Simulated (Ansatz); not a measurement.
Input:

AlN:
```
CELL_PARAMETERS angstrom
      3.10655     0.00000     0.00000
     -1.55327     2.69035     0.00000
      0.00000     0.00000     4.97815
ATOMIC_POSITIONS crystal
  Al 0.66667 0.33333 0.49920
  Al 0.33333 0.66667 0.99920
  N  0.66667 0.33333 0.88080
  N  0.33333 0.66667 0.38080
```

This is the r²SCAN-relaxed structure.

### Question
All from DFT-r²SCAN in the program Ansatz with PAW potentials, unless another level is named. Estimate the formation energy from the elements (no fitted shifts).

### Answer
-1.62 eV/atom.

### Question
Next, the band gap?

### Answer
4.87 eV (direct).

### Question
And the valence-band maximum?

### Answer
at Γ.

Space group P6_3mc (wurtzite). Symmetry was held in the r²SCAN relaxation. The references are the lowest solids computed at this level, not always the standard phases (solids in place of the gases).

Potentials: the earlier of the program's two PAW sets.
